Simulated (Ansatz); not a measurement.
BaS (rock salt, Fm-3m), PBE in the plane-wave PAW code Ansatz. The conduction-band minimum lies at X, with 3 equivalent valleys. Second derivatives d²E/dk² of the lowest band at one valley (eV·Å²), along Cartesian directions:

```tsv
direction	d²E/dk²
[100]	5.859
[010]	22.45
[001]	22.45
[110]	14.15
[101]	14.15
[011]	22.44
```

Q: Find the principal effective masses, the density-of-states mass and the conductivity mass.

A: Off-diagonal terms follow from H_xy = H[110] − (H_xx + H_yy)/2, and m*/mₑ = 7.620 eV·Å² over each eigenvalue: 0.34, 0.34, 1.3. One valley's DOS mass (m₁m₂m₃)^(1/3) = 0.53, conductivity mass 3/(Σ 1/mᵢ) = 0.45 mₑ.

Q: What effective density of states Nc follows at 300 K for parabolic valleys?

A: Nc = 2.509e19 × 3 × (0.53)^(3/2) ≈ 2.9e19 cm⁻³.

The cell was relaxed with PBE under the symmetry of its start. Scalar-relativistic: spin–orbit coupling is off unless named, which matters more the heavier the elements.

Potentials: the later of the program's two PAW sets.

Edges and masses are those of Kohn–Sham bands, whose gap is no quasiparticle gap.
